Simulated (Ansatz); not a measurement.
input.yaml (Ansatz)

```yaml
crystal:
  lattice:
    - [4.2392222189, 0.0, 0.0]
    - [-2.1196111094, 3.6712741339, 0.0]
    - [0.0, 0.0, 2.6638682768]
  atoms:
    - { symbol: Ru, position: [0.0, 0.0, 0.0], spin: 1.0 }
    - { symbol: Ru, position: [0.3333333333, 0.6666666667, 0.5], spin: 1.0 }
    - { symbol: Ru, position: [0.6666666667, 0.3333333333, 0.5], spin: 1.0 }
hamiltonian:
  xc: r2scan
  pseudopotentials:
    kind: paw
    azcp:
      Ru: "pseudopotentials/Ru.paw.azcp"
basis:
  ecutwfc: 500
  fft_grid_basis: typed
kpoints:
  mp_grid: { grid: [11, 11, 16], shift: [0, 0, 0] }
magnetization:
  spin_polarized: true
scf:
  occupations: { method: fermi_dirac, width: 0.05 }
```

Terminal output

```
Engine: ansatz 0.2.0, aarch64-unknown-linux-gnu
Pseudopotentials: kind: paw
Pseudopotential: Ru, paw, valence charge 16, recommended cutoff 500 eV (meta_gga) 
Functional definition: r2SCAN
  parameter k0 = 0.174
  parameter k1 = 0.065
  parameter a1 = 4.9479
  exchange = r2scan_x(k0 = k0, k1 = k1, a1 = a1)
  correlation = r2scan_c
Crystal: 3 atoms, lattice volume = 41.459 Å³
Basis set: ecut = 500 eV, 1047 PW (Γ), exchange–correlation on 128×128×80 points (64 copies of the dense FFT grid, shifted against one another)
Bands: 31, of which v1, the nominal top of the filled ones, is band 24 counted from 1 (23 counted from 0)
Symmetry: 24 space group operations
Space group: P6/mmm (ITA 191), of the structure as read, at distance tolerance 3.5e-5 Å
Magnetic group: BNS 191.233 (UNI 1463), of the structure as read, at distance tolerance 3.5e-5 Å
k-points: 144 of 1936
Non-local potential: Ru, projectors of the file, l = 0: 3, l = 1: 2, l = 2: 2, l = 3: 1
PAW form: soft (Blöchl's): semilocal exchange-correlation on the pseudo side does not see the compensation charge
PAW frozen core: Ru, regenerated for the run's functional (the file was generated under x = pbe(κ = 0.804, μ = 0.2195149727645171), c = pbe(β = 0.06672455060314922))
PAW one-centre angular grid: Ru, 590 points (default); XC on 160 Gauss nodes
Initial density: superposition of atomic densities (chi_scale 0.1, normalization cell)
Starting moments: Σ|m| = 3 μB on 3 of 3 sites
Initial wavefunctions: pseudopotential atomic-orbital guess
Functional: x = r2scan, c = r2scan; τ floored in thin density (d = 2e-4 eV/Å³)
SCF iter   1: F=—  HF=-17673.419196 eV  |F-HF|=—  |Δ(HF+E_count)|=         —  Δρ=6.59e-2 (↑6.59e-2 ↓4.84e-2)  dr2=4.74e0  dr2_τ=5.07e-2  dr2_m=1.50e-1  M=1.731 μB ∫|m|=1.738 μB  β_m=0.71  ethr=3.10e-3  ⟨swp⟩=5.1  Hψ=32285  notcnv=0
Mixer restart at iter 1: flushing history
SCF iter   2: F=—  HF=-17671.592789 eV  |F-HF|=—  |Δ(HF+E_count)|=    1.83e0  Δρ=3.99e-2 (↑3.99e-2 ↓3.29e-2)  dr2=2.01e0  dr2_τ=1.92e-2  dr2_m=2.87e-2  M=1.543 μB ∫|m|=1.571 μB  β_m=0.44  ethr=3.10e-3  ⟨swp⟩=2.5  Hψ=15783  notcnv=0  defer=216  κ⁻¹=1.0e0(r=1)
SCF iter   3: F=—  HF=-17671.121918 eV  |F-HF|=—  |Δ(HF+E_count)|=   4.71e-1  Δρ=1.05e-2 (↑1.05e-2 ↓1.02e-2)  dr2=9.50e-2  dr2_τ=1.62e-3  dr2_m=5.70e-3  M=1.186 μB ∫|m|=1.286 μB  β_m=0.71  ethr=3.10e-3  ⟨swp⟩=2.5  Hψ=16627  notcnv=0  defer=216  κ⁻¹=4.1e-2(r=2)
SCF iter   4: F=—  HF=-17671.334136 eV  |F-HF|=—  |Δ(HF+E_count)|=         —  Δρ=1.41e-2 (↑1.41e-2 ↓1.34e-2)  dr2=1.91e-2  dr2_τ=8.02e-3  dr2_m=5.94e-2  M=0.563 μB ∫|m|=0.687 μB  β_m=0.67  ethr=1.98e-4  ⟨swp⟩=2.4  Hψ=16453  notcnv=0  defer=215
...
SCF iter  19: F=—  HF=-17671.323863 eV  |F-HF|=—  |Δ(HF+E_count)|=   2.22e-9  Δρ=1.59e-6 (↑1.59e-6 ↓1.57e-6)  dr2=4.87e-12  dr2_τ=1.04e-10  dr2_m=9.48e-10  M=-0.000 μB ∫|m|=0.000 μB  β_m=1.00  ethr=1.00e-12  ⟨swp⟩=3.0  Hψ=23302  notcnv=0  κ⁻¹=1.7e-7(r=8)
SCF iter  20: F=—  HF=-17671.323863 eV  |F-HF|=—  |Δ(HF+E_count)|=   1.92e-9  Δρ=1.19e-6 (↑1.13e-6 ↓1.19e-6)  dr2=2.99e-12  dr2_τ=5.85e-11  dr2_m=5.10e-10  M=-0.000 μB ∫|m|=0.000 μB  β_m=1.00  ethr=1.00e-12  ⟨swp⟩=2.9  Hψ=19023  notcnv=0  κ⁻¹=1.2e-7(r=8)
SCF iter  21: F=—  HF=-17671.323863 eV  |F-HF|=—  |Δ(HF+E_count)|=  8.26e-10  Δρ=8.23e-7 (↑8.23e-7 ↓8.15e-7)  dr2=5.96e-13  dr2_τ=2.87e-11  dr2_m=2.55e-10  M=-0.000 μB ∫|m|=0.000 μB  β_m=1.00  ethr=1.00e-12  ⟨swp⟩=2.0  Hψ=15992  notcnv=0  κ⁻¹=3.4e-6(r=8)
SCF iter  22: F=-17671.323863 eV  HF=-17671.323863 eV  |F-HF|=0.00e0  |Δ(HF+E_count)|=  8.88e-10  Δρ=1.45e-7 (↑1.45e-7 ↓8.27e-8)  dr2=1.09e-11  dr2_τ=5.28e-13  dr2_m=3.57e-12  M=0.000 μB ∫|m|=0.000 μB  ethr=1.00e-12  ⟨swp⟩=2.7  Hψ=18482  notcnv=0
SCF 1 converged in 22 iterations: F = -17671.323863 eV  dr2 = 1.09e-11
WARN: the starting moments were not kept: the SCF closed with an absolute magnetisation of 7.2e-6 μB, where they sum to 3 μB in size (3 sites). That is at most 0.1 of that sum. Measured as dr2_m measures the in/out step, that magnetisation stands 1.2e-11 eV from none, at or under the dr2_threshold of 1.0e-7 eV: it is no larger than a step whose dr2_m would equal this threshold. The system may hold no moment; this SCF shows only that its start led to no more than that. To try another start: raise the starting moments (crystal.atoms[].spin, magnetization.per_species, magnetization.initial_magnetization, or on a non-collinear deck that types none of these the spinor_matrix: blocks that start its atoms; where the total moment is fixed, keep their sum and leave initial_magnetization as it is; typed ones take the place of any that the run laid by itself, positive ones on a crystal's lanthanoids without a Hubbard term where scf.initial_density.shell_occupations: [] is typed) or, if the notice of its spin-set hold's release reads "site moments contracting" or "site moments show no strong build", lengthen the hold (scf.mixing.spin_hold: { on: { confirm: 4 } }; for m-r²SCAN on two components see the key's manual first). Each may lead to a state that holds a moment. A second SCF, from the converged charge density, with the starting moments and any scf.initial_density.shell_occupations laid on it anew, would have followed, and was not run: the deck does not ask for one (magnetization.retry_lost_moments is false, the default). To let it run, set magnetization.retry_lost_moments: true and run the deck again, where that key's refused combinations let it; where memory then withholds it, that run's warning says so.
this state was not tested for a lower state beside it, because the mixer in use, unlike msr1, does not test its closes by its own steps (another_mixer; see scf.mixing.algorithm and scf.lower_state_search)
SCF converged after 22 iterations
Magnetization: 0.0000 μB (24.0000 up, 24.0000 down)
Absolute magnetization: 0.0000 μB (∫|ρ↑−ρ↓|, with the PAW one-centre terms)
Spin contamination: 0.0000 ħ² per cell (⟨S²⟩ above its minimum at these occupations)
Per-site moments (μB) at R_I (Å): [(-4.954702320875843e-7, 1.0988456641800002), (2.788909816617198e-6, 1.0096003868162902), (2.7889098167414585e-6, 1.0096003868162902)]
Free energy (F): -17671.323863 eV
Harris-Foulkes:  -17671.323863 eV  (|F-HF|=0.00e0)
Internal energy: -17671.294501 eV  (E = F + TS)
E sigma→0 (E₀):  -17671.309182 eV
Entropy (-TS):   -0.029362 eV (-9.787 meV/atom)
Fermi energy:    23.068148 eV
--- Per-component energies (eV) ---
  E_band       = -227.581632
  E_kinetic    = 1542.802443
  E_local      = -3853.778625  (includes V_loc(G=0)·N_el)
  E_nonlocal   = 1030.046534
  E_hartree    = 1241.464903
  E_xc         = -552.199838
  E_vxc        = -799.912057  (∫ρ·V_xc dr)
  E_paw        = -10437.218650  (= ΣΔE_a)
  E_vpaw       = -685.960686  (= ΣTr[D̂ρ^β])
  E_aug_tail   = 0.000267  (compensation charges beyond the density's cutoff)
  E_vtau       = 56.290554  (kinetic-family band-sum trace: ∫τ·v_τ [+ j·A + Jᵃ·Aᵃ] dr)
  E_ewald      = -6641.478668
  E_core_change = -0.932867  (= ΣΔE_core)
  E_smearing   = -0.029362  (= −TS)
  E_closure    = 0.000000  (closes the sum)
  Σ components = -17671.323863   (vs F -17671.323863, Δ=0.00e0)
```

Launched by

```sh
ansatz run input.yaml --threads 2 --pin off --max-ram 6144MiB --backend cpu --events-out ev --progress --plain --runs-dir out
```

On 2 threads of Arm Neoverse V2 (shared host) this took about 49 s of wall time and 96 s of CPU time, with 0.61 GiB at the peak.
